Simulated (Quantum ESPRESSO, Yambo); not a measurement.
Quasiparticle gap of Li3BrO

Space group Pm-3m (No. 221); a = 3.949 Å, b = 3.949 Å, c = 3.949 Å, α = 90.00°, β = 90.00°, γ = 90.00°

| atom | site | symmetry | x | y | z |
|---|---|---|---|---|---|
| Li | 3d | 4/mm.m | 0.0000 | 0.0000 | 0.5000 |
| O | 1a | m-3m | 0.0000 | 0.0000 | 0.0000 |
| Br | 1b | m-3m | 0.5000 | 0.5000 | 0.5000 |

The geometry is that of Materials Project entry mp-28593, symmetrised and not relaxed again.

Starting point: PBEsol (pw.x of Quantum ESPRESSO, ONCV potentials, with spin-orbit coupling). G0W0 in Yambo: 4×4×4 Γ-centred k mesh, bands 7 to 174 and a 7 Ry block in the screening, 174 bands in G with the Bruneval-Gonze terminator, plasmon pole fitted at 27.2 eV.

| Quantity | Result |
|---|---|
| PBEsol gap along the band path | 4.29 eV |
| PBEsol gap between the mesh's edge points (M → M) | 4.29 eV |
| G0W0 gap between the same points | 6.33 eV |

```
k point  band  E PBEsol (eV)  E QP (eV)  shift (eV)     Z
-------  ----  -------------  ---------  ----------  ----
Γ          VB          -0.37      -1.55       -1.19  0.79
Γ          CB           4.45       5.33        0.88  0.84
X          VB          -1.13      -2.39       -1.26  0.77
X          CB           5.59       6.48        0.88  0.84
M        VB−2          -0.05      -1.20       -1.15  0.78
M        VB−1           0.00      -1.15       -1.15  0.78
M          VB           0.00      -1.15       -1.15  0.78
M          CB           4.29       5.19        0.90  0.85
M        CB+1           4.29       5.19        0.90  0.85
R          VB          -0.94      -2.25       -1.32  0.79
R          CB           7.99       9.13        1.14  0.81
```

Energies count from the PBEsol valence-band maximum.

Nearest settings tried, and what they do to the gap: 112 bands in W, 112 bands in G: +7 meV; 6 Ry block (123 vectors against 147): -28 meV; 2×2×2 mesh: -215 meV. So the settings aren't converged at that level.

The cell is held in this high symmetry; tilts and polar distortions were not searched.
